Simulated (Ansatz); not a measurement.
A plane-wave DFT run in Ansatz 0.2.0 (scalar-relativistic PAW potentials unless the input names others): input and command.

```yaml
crystal:
  lattice:
    - [4.831349681, 0.0, 0.0]
    - [0.0, 4.831349681, 0.0]
    - [0.0, 0.0, 4.831349681]
  atoms:
    - { symbol: W, position: [0.5, 0.75, 0.0] }
    - { symbol: W, position: [0.0, 0.5, 0.75] }
    - { symbol: W, position: [0.25, 0.0, 0.5] }
    - { symbol: W, position: [0.5, 0.25, 0.0] }
    - { symbol: W, position: [0.0, 0.5, 0.25] }
    - { symbol: W, position: [0.75, 0.0, 0.5] }
    - { symbol: O, position: [0.5496755598, 0.5, 0.5] }
    - { symbol: O, position: [0.0, 0.0, 0.0] }
basis:
  ecutwfc: 420
kpoints:
  mp_grid: { grid: [8, 8, 8] }
hamiltonian:
  xc: pbesol
scf:
  occupations: { method: gaussian, width: 0.15 }
  convergence: { dr2_threshold: 1.0e-16 }
  max_iter: 50
output:
  forces: true
  eigenvalues: true
  stress: true
```

```bash
ansatz run input.yaml --threads 2 --pin off --max-ram 5120MiB --backend cpu --events-out ev --progress --plain --runs-dir out
```

Abridged log:
```
Basis set: ecut = 420 eV, 2205 PW (Γ), exchange–correlation on 72×72×72 points (8 copies of the dense FFT grid, shifted against one another)
Bands: 58, of which v1, the nominal top of the filled ones, is band 48 counted from 1 (47 counted from 0)
Symmetry: 4 space group operations
k-points: 125 of 512 (time reversal used)
SCF iter   1: F=—  HF=-62649.606782 eV  |F-HF|=—  |Δ(HF+E_count)|=         —  Δρ=3.00e-2  dr2=9.28e-1  ethr=1.77e-3  ⟨swp⟩=4.6  Hψ=26915  notcnv=0
SCF iter   2: F=—  HF=-62649.477017 eV  |F-HF|=—  |Δ(HF+E_count)|=   1.30e-1  Δρ=1.27e-2  dr2=1.78e-1  ethr=9.67e-4  ⟨swp⟩=2.0  Hψ=8945  notcnv=0  defer=27
SCF iter   3: F=—  HF=-62649.445821 eV  |F-HF|=—  |Δ(HF+E_count)|=   3.12e-2  Δρ=1.84e-3  dr2=2.18e-3  ethr=1.85e-4  ⟨swp⟩=2.0  Hψ=9419  notcnv=0  defer=27
SCF iter   4: F=—  HF=-62649.445535 eV  |F-HF|=—  |Δ(HF+E_count)|=   2.86e-4  Δρ=1.57e-4  dr2=1.84e-5  ethr=2.27e-6  ⟨swp⟩=2.3  Hψ=10028  notcnv=0  defer=27
SCF iter   5: F=—  HF=-62649.445553 eV  |F-HF|=—  |Δ(HF+E_count)|=   1.74e-5  Δρ=4.13e-5  dr2=2.53e-6  ethr=1.91e-8  ⟨swp⟩=2.2  Hψ=10555  notcnv=0  defer=27
SCF iter   6: F=—  HF=-62649.445552 eV  |F-HF|=—  |Δ(HF+E_count)|=   2.63e-7  Δρ=7.88e-6  dr2=1.14e-7  ethr=2.63e-9  ⟨swp⟩=2.1  Hψ=9753  notcnv=0  defer=127
SCF iter   7: F=—  HF=-62649.445552 eV  |F-HF|=—  |Δ(HF+E_count)|=   2.21e-8  Δρ=1.71e-6  dr2=3.65e-9  ethr=1.19e-10  ⟨swp⟩=2.0  Hψ=9811  notcnv=0  defer=127
SCF iter   8: F=—  HF=-62649.445552 eV  |F-HF|=—  |Δ(HF+E_count)|=  1.67e-10  Δρ=3.48e-7  dr2=7.58e-11  ethr=3.81e-12  ⟨swp⟩=2.0  Hψ=10104  notcnv=0  defer=128
SCF iter   9: F=—  HF=-62649.445552 eV  |F-HF|=—  |Δ(HF+E_count)|=  2.18e-11  Δρ=5.16e-8  dr2=2.05e-12  ethr=7.90e-14 (applied; sched 1.00e-12)  ⟨swp⟩=2.3  Hψ=11208  notcnv=0  defer=235
SCF iter  10: F=—  HF=-62649.445552 eV  |F-HF|=—  |Δ(HF+E_count)|=  1.46e-11  Δρ=8.04e-9  dr2=5.60e-14  ethr=2.14e-15 (applied; sched 1.00e-12)  ⟨swp⟩=2.1  Hψ=10427  notcnv=0  defer=235
SCF iter  11: F=—  HF=-62649.445552 eV  |F-HF|=—  |Δ(HF+E_count)|=    0.00e0  Δρ=1.57e-9  dr2=3.59e-15  ethr=5.84e-17 (applied; sched 1.00e-12)  ⟨swp⟩=2.1  Hψ=10568  notcnv=0  defer=235
SCF iter  12: F=—  HF=-62649.445552 eV  |F-HF|=—  |Δ(HF+E_count)|=  7.28e-12  Δρ=3.36e-10  dr2=2.14e-16  ethr=3.74e-18 (applied; sched 1.00e-12)  ⟨swp⟩=2.3  Hψ=9899  notcnv=0  defer=235
SCF iter  13: F=-62649.445552 eV  HF=-62649.445552 eV  |F-HF|=7.28e-12  |Δ(HF+E_count)|=  2.91e-11  Δρ=7.91e-11  dr2=2.09e-17  ethr=1.00e-12  ⟨swp⟩=7.4  Hψ=12828  notcnv=0
SCF 1 converged in 13 iterations: F = -62649.445552 eV  dr2 = 2.09e-17
SCF converged after 13 iterations
Free energy (F): -62649.445552 eV
Harris-Foulkes:  -62649.445552 eV  (|F-HF|=7.28e-12)
Internal energy: -62649.368730 eV  (E = F + TS)
E sigma→0 (E₀):  -62649.407141 eV
Entropy (-TS):   -0.076822 eV (-9.603 meV/atom)
Fermi energy:    19.942039 eV
--- Forces (eV/Å), atoms counted from 1 ---
  atom   1  W     -0.00913870    -0.05053238     0.00000000
  atom   2  W     -0.32385879     0.00000000     0.05454822
  atom   3  W     -0.13478599     0.00000000     0.00000000
  atom   4  W     -0.00913870     0.05053238     0.00000000
  atom   5  W     -0.32385879     0.00000000    -0.05454822
  atom   6  W     -0.17455454     0.00000000     0.00000000
  atom   7  O      1.03942103     0.00000000     0.00000000
  atom   8  O     -0.06408551     0.00000000     0.00000000
--- Stress (GPa, compression-positive) ---
       -0.305631       0.000000       0.000000
        0.000000       0.592186       0.000000
        0.000000       0.000000       0.264668
  P = ⅓ Tr σ = 0.1837 GPa (1.837 kbar)
```

One setting here is needlessly strict: a threshold far tighter than needed (scf.convergence.dr2_threshold: not typed → 1e-16). It leaves the result as it was and can only cost iterations: the run converged in 13 SCF iterations (reference: 7) with an energy at zero smearing within 0.01 meV/atom of the reference's, pressure 0.18 GPa, largest force 1.039 eV/Å, no gap on the mesh. A reference run from the same start on usual settings converged with pressure 0.18 GPa, largest force 1.039 eV/Å, no gap on the mesh.

The run took 86 s on 2 threads of Intel(R) Xeon(R) Processor @ 2.50GHz (Skylake/Cascade Lake) (shared host), peak memory 0.79 GiB.